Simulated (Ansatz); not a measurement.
ScAl2 (MoSi2 or CaC2 type, I4/mmm) under volume change, the program Ansatz at the r²SCAN level (PAW), shape and atoms relaxed at each volume.

```tsv
V (Å³/atom)	E − E(relaxed) (meV/atom)	P (GPa)
16.617	43.6	9.16
17.165	18.4	5.65
17.713	4.4	2.62
18.260	0.0	0.01
18.808	3.9	-2.24
19.356	14.9	-4.16
19.904	32.0	-5.80
```

Problem. What does a third-order Birch–Murnaghan fit give for V₀, B₀ and B′?

Solution. V₀ = 18.26 Å³/atom, B₀ = 80.3 GPa, B′ = 4.0.

The cell is a constructed one: a structure type filled with these elements; neither database checked (COD, Materials Project) lists it. Its standing as an ambient phase is unchecked. Symmetry was held in the r²SCAN relaxation; whether a distortion lowers the energy is not shown. No spin polarisation was allowed.

Potentials: the earlier of the program's two PAW sets.
